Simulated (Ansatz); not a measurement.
Ge$_{2}$W (MoSi2 or CaC2 type, I4/mmm) at seven volumes, r²SCAN in the plane-wave PAW code Ansatz, shape and atoms relaxed at each. One row is withheld.

```tsv
V (Å³/atom)	P (GPa)
13.700	22.32
14.151	13.60
14.603	6.22
15.055	0.00
15.506	-5.23
15.958	-9.63
16.409	?
```

**Question.** Fit the shown pressures and predict the withheld one.

**Answer.** P = (3/2)B₀(x^(7/2) − x^(5/2))[1 + (3/4)(B′ − 4)(x − 1)] with x = (V₀/V)^(2/3). Least squares on the six rows gives V₀ = 15.056 Å³/atom, B₀ = 190 GPa, B′ = 4.68. At V = 16.409, x = 0.9442 and P = -13.38 GPa. The run itself gave -13.32 GPa.

The workflow started from an entry of the Crystallography Open Database (COD). Its standing as an ambient phase is unchecked. The r²SCAN relaxation kept the symmetry of its start; its stability against distortions is not shown here. No spin polarisation was allowed. Spin–orbit coupling is left out wherever it is not named.

Potentials: the later of the program's two PAW sets.
